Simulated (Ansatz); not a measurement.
TiO2 (anatase)

```
CELL_PARAMETERS angstrom
     -1.88893     1.88893     4.79189
      1.88893    -1.88893     4.79189
      1.88893     1.88893    -4.79189
ATOMIC_POSITIONS crystal
  Ti 0.50000 0.50000 0.00000
  Ti 0.25000 0.75000 0.50000
  O  0.29273 0.29273 0.00000
  O  0.04273 0.54273 0.50000
  O  0.45727 0.95727 0.50000
  O  0.70727 0.70727 0.00000
```

This relaxed cell (volume V₀) is scaled evenly in all directions, its shape held. The atoms relax within the cell's symmetry.

The numbers are results of r2SCAN (plane waves to 500 eV, PAW, scalar-relativistic; Ansatz, an electronic-structure program), not measurements. k mesh 12×12×12 (Γ-centred), Fermi-Dirac smearing 0.05 eV. Energies are smeared free energies. Stress and pressure are positive under compression. With the shape held, the modulus is that of even scaling; a crystal free to change shape is softer. TiO2 is run without spin polarisation. TiO2 was relaxed with its symmetry unable to fall. The zero of ΔE is the relaxed starting cell.

| V (Å³/atom) | ΔE (meV/atom) |
|---|---|
| 9.575 | 258.0 |
| 9.879 | 169.6 |
| 10.183 | 102.9 |
| 10.487 | withheld |
| 10.791 | 23.2 |
| 11.095 | 5.5 |
| 11.399 | 0.0 |
| 11.703 | 5.0 |
| 12.006 | 19.1 |
| 12.310 | 41.0 |
| 12.614 | 69.6 |
| 12.918 | 104.1 |
| 13.222 | 143.4 |

Fit a third-order Birch-Murnaghan form (E₀, V₀, B₀, B₀′ free) to the given rows and predict ΔE at V = 10.487.

Least squares on the 12 given rows: ΔE = E₀ + (9V₀B₀/16)·y²·[2 + (B₀′ − 4)y], y = (V₀/V)^(2/3) − 1, with V₀ = 11.400 Å³/atom, B₀ = 206.5 GPa (160.2 GPa = 1 eV/Å³; the term in eV is multiplied by 1000), B₀′ = 4.43, E₀ = 0.12 meV/atom; root-mean-square residual 0.13 meV/atom. At 10.487 the fit gives 54.9 meV/atom; the calculation gives 54.9 meV/atom, the same to the digits shown. For the pressure the fit gives 20.7 GPa against the computed 20.8 GPa.

(A scan under strain: stresses follow from slopes of the energy per volume, elastic moduli from its curvatures.)
